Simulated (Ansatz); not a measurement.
## Bi₂Te₂Pb₄S₅ — ²⁰⁹Bi NMR of the central transition

Cell: a COD entry (perhaps calculated rather than measured) whose atoms were relaxed with PBE, the cell held.

Space group R-3m:H (No. 166); a = 4.2448, c = 71.4594 Å, γ = 120.00°.

```csv
site,Wyckoff,site symmetry,x,y,z
Bi,6c,3m,0.0000,0.0000,0.5464
Te,6c,3m,0.0000,0.0000,0.8545
Pb5,6c,3m,0.0000,0.0000,0.9281
Pb7,6c,3m,0.0000,0.0000,0.3094
S9,6c,3m,0.0000,0.0000,0.2376
S11,6c,3m,0.0000,0.0000,0.6188
S13,3a,-3m,0.0000,0.0000,0.0000
```

One atom of each set is listed; the run and its k-mesh use a cell of 13 atoms with edges of 23.95, 23.95, 23.95 Å.

Method: Kohn–Sham DFT in Ansatz, r2SCAN, plane waves and PAW, scalar-relativistic, 500 eV cutoff, Γ-centred 8×8×8 k-points, Fermi–Dirac smearing 0.02 eV.

²⁰⁹Bi has I = 9/2 and Q = -516.0 mb (Pyykkö 2018); at 35.2 T its Larmor frequency is ν₀ = 245.1 MHz (from the bare nuclear moment; shielding lowers the observed one by a per cent or two). Only the quadrupole interaction is simulated: positions count from each site's isotropic chemical shift, and J coupling is left out, as are shift anisotropy and dipolar coupling, which fast spinning averages.

Simulated pattern of one Bi site (fast magic-angle spinning, Gaussian broadening 0.01 kHz):

```json
{"offset (kHz)": "-0.4353", "height": "0"}
{"offset (kHz)": "-0.4224", "height": "1"}
{"offset (kHz)": "-0.4096", "height": "4"}
{"offset (kHz)": "-0.3968", "height": "4"}
{"offset (kHz)": "-0.3840", "height": "4"}
{"offset (kHz)": "-0.3712", "height": "5"}
{"offset (kHz)": "-0.3584", "height": "5"}
{"offset (kHz)": "-0.3455", "height": "5"}
{"offset (kHz)": "-0.3327", "height": "5"}
{"offset (kHz)": "-0.3199", "height": "5"}
{"offset (kHz)": "-0.3071", "height": "5"}
{"offset (kHz)": "-0.2943", "height": "5"}
{"offset (kHz)": "-0.2815", "height": "6"}
{"offset (kHz)": "-0.2686", "height": "25"}
{"offset (kHz)": "-0.2558", "height": "76"}
{"offset (kHz)": "-0.2430", "height": "48"}
{"offset (kHz)": "-0.2302", "height": "38"}
{"offset (kHz)": "-0.2174", "height": "34"}
{"offset (kHz)": "-0.2046", "height": "32"}
{"offset (kHz)": "-0.1917", "height": "31"}
{"offset (kHz)": "-0.1789", "height": "31"}
{"offset (kHz)": "-0.1661", "height": "30"}
{"offset (kHz)": "-0.1533", "height": "31"}
{"offset (kHz)": "-0.1405", "height": "32"}
{"offset (kHz)": "-0.1276", "height": "33"}
{"offset (kHz)": "-0.1148", "height": "36"}
{"offset (kHz)": "-0.1020", "height": "40"}
{"offset (kHz)": "-0.0892", "height": "47"}
{"offset (kHz)": "-0.0764", "height": "63"}
{"offset (kHz)": "-0.0636", "height": "100"}
{"offset (kHz)": "-0.0507", "height": "14"}
{"offset (kHz)": "-0.0379", "height": "0"}
```

Task: Which |C_Q| and η does the pattern imply?

Result: The pattern spans 0.359 kHz before broadening and its centre of gravity is at -0.167 kHz, which fixes P_Q; the places of the horns and steps fix η. That gives P_Q = 5.44 MHz, |C_Q| = 5.44 MHz and η = 0.00. The sign of C_Q can't be read from the pattern.

An axis of threefold or higher order runs through Bi, so V_zz lies along it and η is zero.

Spin–orbit coupling is left out, which shifts gradients on Bi by a few per cent in wide-gap crystals, and can shift them far more where the calculated gap is small or absent, as here. Newer work puts Q(²⁰⁹Bi) near −420 mb, which would lower these couplings by about a fifth. With a gap of 0.7 eV on this mesh, small gradients can still move by 0.1 × 10²¹ V/m² or more as the k-mesh gets denser.
